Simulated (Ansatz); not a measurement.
SiC (wurtzite)

```
CELL_PARAMETERS angstrom
      3.07548     0.00000     0.00000
     -1.53774     2.66344     0.00000
      0.00000     0.00000     5.04859
ATOMIC_POSITIONS crystal
  Si 0.66667 0.33333 0.00050
  Si 0.33333 0.66667 0.50050
  C  0.66667 0.33333 0.62470
  C  0.33333 0.66667 0.12470
```

The slice is a (0001) plane (indices of the conventional cell) through the point (0.667, 0.333, 0.001) (fractional), spanned by u = [110] and v = [1 -1 0] in vectors of this cell: u (3.08 Å) and v (5.33 Å, at 90° to u). It covers one period; positions are fractions (u, v).

All values below come from r2SCAN (plane waves to 500 eV, PAW, scalar-relativistic; Ansatz, an electronic-structure program). k mesh 12×12×7. Near the nuclei the fields are pseudised (PAW); where an atom keeps semicore shells as valence, they peak there. SiC was relaxed with its symmetry unable to fall. The PAW data are Ansatz's earlier set.

Problem. Sketch the electrostatic potential energy of an electron, from the cell's mean on this plane as a map.

Solution. 
```
|xxx0279720xx|
|xxx0489840xx|
|x00379997300|
|125799999752|
|x26888788862|
|xx465323564x|
|xx2300x0032x|
|xx20xxxxx02x|
|5520xxxxx025|
|871xxxxxxx17|
|9720xxxxx027|
|9840xxxxx048|
|997300x00379|
|999752125799|
|788862x26888|
|23564xxx4653|
|x0032xxx2300|
|xxx02xxx20xx|
|xxx0255520xx|
|xxxx17871xxx|
```
Scale: ten equal steps from 0.00 (start of '0') to 8.63 (end of '9'), in the order '0123456789'. Values: electrostatic potential energy of an electron, from the cell's mean, in eV. The map has 12 points along u (one character each, u = 0 at the left) and 20 along v (v = 0 in the bottom row). Points within 0.8 Å of a nucleus are blanked (x), as the pseudised field means little there. Values under 0 eV are set to 0. The zero, the cell's mean, hangs on the PAW cores.
